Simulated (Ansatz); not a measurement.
Consider the following.

Starting cell, W (bcc, W type):

```xyz
2
Lattice="-3.1693 3.1693 3.1693 1.5846 -1.5846 1.5846 1.5846 1.5846 -1.5846" Properties=species:S:1:pos:R:3 pbc="T T T"
W      0.0000     0.0000     0.0000
W     -1.5846     1.5846     1.5846
```

In this cell atom 2 (W, nearest neighbour W at 2.745 Å; its periodic images, 2.7 Å or more away, move with it) is moved by s along Cartesian x, unit vector (1.000, 0.000, 0.000); all other atoms and the cell stay fixed.

Calculation: r2SCAN (plane waves to 500 eV, PAW, scalar-relativistic; Ansatz, a program for electronic structure). k mesh 17×17×17 (Γ-centred), Fermi-Dirac smearing 0.05 eV. E stands for the smeared free energy. With partly filled bands, energies and forces of such displacements shift with the k mesh and the smearing. On this mesh the relaxed cell isn't quite at rest: it carries a pressure of -0.1 GPa (compression positive) at the zero of the scan. Spin-orbit coupling is left out, though W is heavy. W is run without spin polarisation. W was relaxed with its symmetry unable to fall. ΔE is measured from the undisplaced structure.

The scan covers s from -0.270 to 0.270 Å in 11 points.

Question: Is this a single well or a double well?

Answer: A single well with its minimum at or next to zero displacement.

Question: Is the energy the same for equal positive and negative displacements?

Answer: Even: the same for both signs. With its periodic images moving along, the atom's site symmetry in this cell is mmm.

Question: What force acts on the atom along the line at s = -0.270 Å?

Answer: 1.94 eV/Å.

Question: What is the force constant k = d²E/ds² of this move at s = 0?

Answer: 5.91 eV/Å².

(For displaced atoms, the force is minus the slope of the energy, and its curvature is a force constant, which sets phonon frequencies.)
